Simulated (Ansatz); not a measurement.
Si (P6_3/mmc), two-dimensional strain map

Method: Ansatz 0.2.0, DFT LDA, scalar-relativistic, plane waves, PAW. Cutoff 420 eV, Γ-centred 24×24×14 k-points, Gaussian smearing of 0.15 eV. No spin polarisation. Energies are free energies at this smearing, counted from the undisturbed cell; pressure is positive in compression.

Reference structure (relaxed at this level; this form isn't the usual structure):

```yaml
crystal:
  lattice:
    - [2.65107, 0.00000, 0.00000]
    - [-1.32553, 2.29589, 0.00000]
    - [0.00000, 0.00000, 4.54174]
  atoms:
    - { symbol: Si, position: [0.33333, 0.66667, 0.25000] }
    - { symbol: Si, position: [0.66667, 0.33333, 0.75000] }
```

The cell is strained by p along both x and y and by q along z, fractional coordinates fixed. Points are written (p, q).

Energy above the undisturbed cell in meV/atom (a dash: not computed):

```
 p \ q  -0.030  -0.015  0.000  0.015  0.030
-0.030    35.9    26.8   21.1   17.8      ?
-0.015    15.4       ?    5.3    5.2    7.1
 0.000     5.3     1.3    0.0    2.1    6.8
 0.015     3.4     2.9    4.3    8.0      ?
 0.030     8.4    11.3   16.0      ?   30.3
```

Fill in the withheld energies.

(-0.030, 0.030): 16.5; (-0.015, -0.015): 8.4; (0.015, 0.030): 14.6; (0.030, 0.015): 22.2.

Cost: 25 runs of about 2.5 core-minutes in all, on Intel Xeon Platinum 8259CL (Skylake/Cascade Lake) (shared hosts).